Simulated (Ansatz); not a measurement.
# YSe (Fm-3m), stationary points along a deformation path

Level of theory: Ansatz, DFT r2SCAN, scalar-relativistic, plane waves, PAW. Settings: plane waves to 500 eV, k-mesh 16×16×16 (Γ-centred), Gaussian smearing 0.15 eV. No spin polarisation. Energies are free energies at this smearing, counted from the undisturbed cell; pressure is positive in compression.

Zero of the scan (as given, not relaxed at this level; it stands at 0.4 GPa, and it needn't be the usual structure):

```yaml
crystal:
  lattice:
    - [0.00000, 2.87500, 2.87500]
    - [2.87500, 0.00000, 2.87500]
    - [2.87500, 2.87500, 0.00000]
  atoms:
    - { symbol: Y, position: [0.00000, 0.00000, 0.00000] }
    - { symbol: Se, position: [0.50000, 0.50000, 0.50000] }
```

At fixed volume and fractional coordinates, lengths along (0.000, 0.000, 1.000) are scaled against those across it; ρ is that ratio over its starting value. V = 23.764 Å³/atom. Δσ is the stress along the axis less the mean stress across it (compression positive).

```
    ρ  ΔE (meV/atom)  Δσ (GPa) space group
0.650         3173.9    193.62       I4/mmm
0.707         1813.3    134.24       I4/mmm
0.780          801.6     77.15       I4/mmm
0.850          303.3     41.87       I4/mmm
0.920           71.4     18.44       I4/mmm
0.960           16.1      8.18       I4/mmm
1.000            0.0      0.00        Fm-3m
1.100           76.0    -15.04       I4/mmm
1.200          248.2    -24.88       I4/mmm
1.300          480.2    -34.17       I4/mmm
1.414          811.4    -45.88       I4/mmm
1.500         1106.4    -55.56       I4/mmm
```

Problem. How does the stress give the slope of the energy, and where is the energy stationary?

Solution. Along the path d ln(length) is 2/3 d ln ρ on the axis and −1/3 d ln ρ across it, so dE/d ln ρ = −(2/3) V Δσ: the energy falls with ρ where Δσ is positive. Δσ vanishes or changes sign at ρ = 1.000 (Fm-3m), a minimum at 0.0 meV/atom. Pairs of stationary points between two samples would go unseen, and could change a minimum read from distant neighbours into a maximum. At ρ = 1.000 the cell is cubic, where symmetry alone makes the stress isotropic and the slope zero.

Problem. Which shear constant sets the curvature at ρ = 1?

Solution. For a cubic crystal E/V = (2/3) C (ln ρ)² with C = C′ = (C11 − C12)/2, so Δσ = −2C ln ρ. The parabola of Δσ against ln ρ through ρ = 0.960, 1 and 1.100 gives C ≈ 94 GPa with the ions clamped, rough because the steps are large.

Problem. Integrate that slope from ρ = 1 to 1.300 by the trapezoid rule.

Solution. With V/N in Å³ and 1 eV/Å³ = 160.2 GPa the slopes at ρ = 1.000, 1.100, 1.200, 1.300 are 0, 1487, 2460, 3379 meV/atom per unit of ln ρ. The steps add 70.9 + 171.7 + 233.7 = 476.3 meV/atom, against 480.2 from the energies; the trapezoid rule misses the curvature of the slope within each step.

In a metal these slopes depend on the k mesh and the smearing.